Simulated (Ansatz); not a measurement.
Relaxation of a relaxed TaSi2 cell, doubled along one cell vector, shaken by Gaussian noise of σ = 0.08 Å a coordinate; 6 atoms in the cell, which starts as P1 (No. 1), aP6; a = b = 4.6202 Å, c = 4.6852 Å, α = γ = 90.00°, β = 119.54°. The numbers are results of r2SCAN (plane waves to 500 eV, PAW, scalar-relativistic; Ansatz, an electronic-structure program), not measurements. Γ-centred k-mesh 8×8×5 on the run's cell (coarser than for final values), Fermi–Dirac smearing 0.05 eV. This is the first round of the run. 

The optimiser's lines from the output (shortened; P is positive under compression):

```
relax step   1: F+E_penalty+E_count = -22446.70166286 eV  Δ(F+E_penalty+E_count) = +0.000e0 eV  max|allowed force component| = 1.711e0 eV/Å  Δτ_max = 0.0000 Å  P = +2.537 GPa  Ω = 87.009 Å³  (7 SCF iters, dr2 threshold 1.00e-7 eV, accepted)
relax step   2: F+E_penalty+E_count = -22447.00413317 eV  Δ(F+E_penalty+E_count) = -3.025e-1 eV  max|allowed force component| = 1.055e0 eV/Å  Δτ_max = 0.1948 Å  P = +4.020 GPa  Ω = 85.553 Å³  (7 SCF iters, dr2 threshold 6.00e-7 eV, accepted)
relax step   3: F+E_penalty+E_count = -22447.14471088 eV  Δ(F+E_penalty+E_count) = -1.406e-1 eV  max|allowed force component| = 7.575e-2 eV/Å  Δτ_max = 0.0953 Å  P = -1.092 GPa  Ω = 87.574 Å³  (7 SCF iters, dr2 threshold 6.00e-7 eV, accepted)
relax step   4: F+E_penalty+E_count = -22447.18360075 eV  Δ(F+E_penalty+E_count) = -3.889e-2 eV  max|allowed force component| = 2.552e-2 eV/Å  Δτ_max = 0.0161 Å  P = +0.079 GPa  Ω = 86.967 Å³  (5 SCF iters, dr2 threshold 6.00e-7 eV, accepted)
relax step   5: F+E_penalty+E_count = -22447.18379664 eV  Δ(F+E_penalty+E_count) = -1.959e-4 eV  max|allowed force component| = 1.468e-2 eV/Å  Δτ_max = 0.0021 Å  P = +0.026 GPa  Ω = 86.990 Å³  (4 SCF iters, dr2 threshold 7.00e-8 eV, accepted)
relax step   6: F+E_penalty+E_count = -22447.18381977 eV  Δ(F+E_penalty+E_count) = -2.314e-5 eV  max|allowed force component| = 9.286e-3 eV/Å  Δτ_max = 0.0030 Å  P = -0.018 GPa  Ω = 87.006 Å³  (5 SCF iters, dr2 threshold 2.89e-8 eV, accepted)
relax step   7: F+E_penalty+E_count = -22447.18380979 eV  Δ(F+E_penalty+E_count) = +9.990e-6 eV  max|allowed force component| = 8.887e-3 eV/Å  Δτ_max = 0.0022 Å  P = +0.010 GPa  Ω = 86.993 Å³  (4 SCF iters, dr2 threshold 5.62e-8 eV, rejected (line search))
relax step   8: F+E_penalty+E_count = -22447.18385969 eV  Δ(F+E_penalty+E_count) = -3.991e-5 eV  max|allowed force component| = 2.382e-4 eV/Å  Δτ_max = 0.0012 Å  P = -0.000 GPa  Ω = 86.998 Å³  (7 SCF iters, accepted)
relax step   9: F+E_penalty+E_count = -22447.18385896 eV  Δ(F+E_penalty+E_count) = +7.254e-7 eV  max|allowed force component| = 2.356e-4 eV/Å  Δτ_max = 0.0000 Å  P = -0.001 GPa  Ω = 86.998 Å³  stress off target by 1.88e-3 GPa  SCF on the basis re-selected at this cell (its energy is not comparable with the rows above)  (4 SCF iters)
```

From the first to the last row the energy changes by -0.08 eV/atom and the volume by 0.0 %. The last row is marked as not comparable with the walk above it, whose basis was carried along; it does compare with step 1, since both stand on a basis selected at the nominal cutoff for their own cell.

Step 7 was rejected by the optimiser.

Later rounds, restarted from the end of this one on a renewed k-mesh, logged 4 more steps and released under 0.01 eV/atom more. The final structure after all rounds: I4/mmm (No. 139), tI6, AFLOW prototype AB2_tI6_139_a_e (C11_b, as in Si2Mo); a = 3.267 Å, b = 3.267 Å, c = 8.152 Å, α = 90.00°, β = 90.00°, γ = 90.00°. No spin polarisation in the result. The relaxed primitive cell holds an odd number of electrons. A magnetic state may lie lower.

The relaxed structure here is a generated cell of TaSi2: the first start was made by placing the elements on the sites of a structure type, and the end was not matched to a known phase here, so it may be hypothetical. Known forms of TaSi2 include space group No. 181.
